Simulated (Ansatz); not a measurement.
LiNbO$_{3}$:
Space group R3c, hexagonal axes (No. 161); a = b = 5.134 Å, c = 13.827 Å, α = β = 90.00°, γ = 120.00°

```csv
atom,site,symmetry,x,y,z
Li,6a,3.,0.0000,0.0000,0.2067
Nb,6a,3.,0.0000,0.0000,0.4891
O,18b,1,0.0107,0.3799,0.2583
```
(The calculation used a cell of 10 atoms; values per cell refer to that cell.)

Relaxed with PBEsol.

**Question.** Give the optical modes at the zone centre with their infrared activity from DFPT, the program Ansatz at the PBEsol level (PAW).

**Answer.** Transverse frequencies, without the LO–TO term; a row sums one degenerate level.

| ω (cm⁻¹) | degeneracy | IR ((D/Å)²/amu) | activity | symmetry |
|---|---|---|---|---|
| 148 | 2 | 48.09 | IR | E |
| 212 | 1 | 0.00 | IR-inactive | A2 |
| 219 | 2 | 4.35 | IR | E |
| 242 | 1 | 55.19 | IR | A1 |
| 258 | 2 | 44.95 | IR | E |
| 270 | 1 | 0.05 | IR | A1 |
| 287 | 1 | 0.00 | IR-inactive | A2 |
| 313 | 2 | 21.65 | IR | E |
| 334 | 1 | 0.93 | IR | A1 |
| 348 | 2 | 27.28 | IR | E |
| 360 | 2 | 0.34 | IR | E |
| 396 | 1 | 0.00 | IR-inactive | A2 |
| 418 | 2 | 3.17 | IR | E |
| 441 | 1 | 0.00 | IR-inactive | A2 |
| 567 | 2 | 116.43 | IR | E |
| 609 | 1 | 57.30 | IR | A1 |
| 658 | 2 | 3.68 | IR | E |
| 875 | 1 | 0.00 | IR-inactive | A2 |

**Question.** How high does the top mode go among those that the LO–TO term moves?

**Answer.** 845 cm⁻¹ for q along x, 845 cm⁻¹ for q along y, 837 cm⁻¹ for q along z.

The PBEsol relaxation kept the symmetry of its start. The run is not spin-polarised.

Potentials: the earlier of the program's two PAW sets. The files were generated under PBE; for other functionals the program regenerates the frozen cores, and for LDA and PBEsol the local potential too.
